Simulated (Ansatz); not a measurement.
Relaxed-ion elastic tensor of HfO2 in space group Pca2_1 (No. 29; Hf on 4a, O on 4a, O on 4a) in GPa (Voigt order), r²SCAN in the plane-wave PAW code Ansatz; density 10.47 g/cm³, 11.13 Å³ per atom.

```
 390   148   112   0.0   0.0   0.0
 148   418   134   0.0   0.0   0.0
 112   134   411   0.0   0.0   0.0
 0.0   0.0   0.0  97.3   0.0   0.0
 0.0   0.0   0.0   0.0  93.8   0.0
 0.0   0.0   0.0   0.0   0.0   137
```

Question: Is the crystal mechanically stable?

Answer: Yes: the smallest eigenvalue of C is 93.8 GPa.

Question: Work out the Voigt, Reuss and Hill averages.

Answer: K_V = 223, K_R = 222, K_H = 223; G_V = 121, G_R = 117, G_H = 119 GPa.

Question: Give Young's modulus, Poisson's ratio, Pugh's ratio and the universal anisotropy index.

Answer: E = 9KG/(3K + G) = 302 GPa; ν = 0.27; K/G = 1.88 (ductile by the Pugh limit of 1.75); A_U = 5G_V/G_R + K_V/K_R − 6 = 0.18.

Question: Estimate the sound speeds and the Debye temperature.

Answer: v_l = √((K + 4G/3)/ρ) = 6030 m/s, v_t = √(G/ρ) = 3370 m/s, mean 3750 m/s; Θ = (h/k)(3n/4πV)^(1/3) v_m = 500 K.

Question: Solve the Christoffel equation for the three sound speeds along x, y, z.

Answer: Eigenvalues of C_ijkl n_j n_l equal ρv² (piezoelectric stiffening left out). In km/s, slowest first: x 2.99, 3.62, 6.10; y 3.05, 3.62, 6.32; z 2.99, 3.05, 6.26.

Question: How much does each axis shrink under pressure?

Answer: Linear compressibilities β_i = Σ_j S_ij (j = 1 to 3): x 1.6, y 1.3, z 1.6 per TPa.

The r²SCAN relaxation kept the symmetry of its start. No spin polarisation was allowed. Scalar-relativistic: spin–orbit coupling is off unless named, which matters more the heavier the elements.

Potentials: the earlier of the program's two PAW sets.
